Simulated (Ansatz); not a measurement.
The start is a relaxed Ni cell, doubled along one cell vector, shaken by Gaussian noise of σ = 0.08 Å a coordinate. The structure is fully relaxed (lattice and positions, P = 0) with r2SCAN (plane waves to 500 eV, PAW, scalar-relativistic; Ansatz, a first-principles code). The first steps use a coarse 17×17×8 k-mesh.

The start:
```
Ni
1.0
   -1.46101     1.46101     1.24412
    1.46101    -1.46101     1.24412
    2.92202     2.92202    -2.48823
Ni
2
Cartesian
 -0.01439   0.08483  -0.00769
  1.53697   1.49274  -1.31943
```
Spin-polarised start, with parallel moments on Ni.

Question: Which atoms feel the largest initial force, and how large is it?

Answer: 0.36 eV/Å, on Ni1, Ni2 (atoms numbered as listed).

Question: How much energy is released per atom?

Answer: 0.05 eV/atom.

Question: How does the volume change?

Answer: -0.8 %, from 10.62 to 10.54 Å³/atom.

Question: Does it find its way back to the structure it was made from?

Answer: It does not go back: it reaches P6₃/mmc (No. 194), hcp (Mg type), 0.04 eV/atom below the parent.

Question: How do the shortest distances between atoms change?

Answer: The closest pairs of elements (up to four, under 3.6 Å), start → end: Ni–Ni 2.36 → 2.45 Å.

Question: Is the relaxed structure metallic? Give its gap.

Answer: Zero (metallic).

Question: What magnetic moments remain?

Answer: Net 0.71 μB/atom, ferromagnetic.

Question: Give the final cell and atomic positions.

Answer: 
```cif
data_Ni2
_chemical_formula_sum 'Ni2'
_space_group_name_H-M_alt 'P63/mmc'
_space_group_IT_number 194
_space_group_name_Hall '-P 6c 2c'
_cell_length_a 2.44603
_cell_length_b 2.44603
_cell_length_c 4.06935
_cell_angle_alpha 90.000
_cell_angle_beta 90.000
_cell_angle_gamma 120.000
loop_
_atom_site_label
_atom_site_type_symbol
_atom_site_symmetry_multiplicity
_atom_site_Wyckoff_symbol
_atom_site_fract_x
_atom_site_fract_y
_atom_site_fract_z
_atom_site_occupancy
Ni1 Ni 2 d 0.66667 0.33333 0.25000 1
```

Final values are on a 22×22×12 k-mesh of the relaxed cell. Spin state reached: ferromagnetic (net 0.71 μB/atom), from parallel starting moments; other spin orders were not run from this start. r2SCAN tends to overstate moments in metals.

The run could not lose the symmetry of its start, so the end can be a saddle point.

The relaxed structure here is a generated cell of Ni: the first start was made by placing the elements on the sites of a structure type, and the end was not matched to a known phase here, so it may be hypothetical. Known forms of Ni include space group No. 225.
